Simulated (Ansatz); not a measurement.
Question: Mg (hcp (Mg type), P6_3/mmc) is relaxed with the program Ansatz at the PBEsol level (PAW). What lattice parameters of the conventional cell result?

Answer: a = 3.189 Å, c = 5.109 Å.

The PBEsol relaxation kept the symmetry of its start. Axis ratios of metals converge slowly with the k-mesh, so a and c are less sure than the volume.

Potentials: the later of the program's two PAW sets.
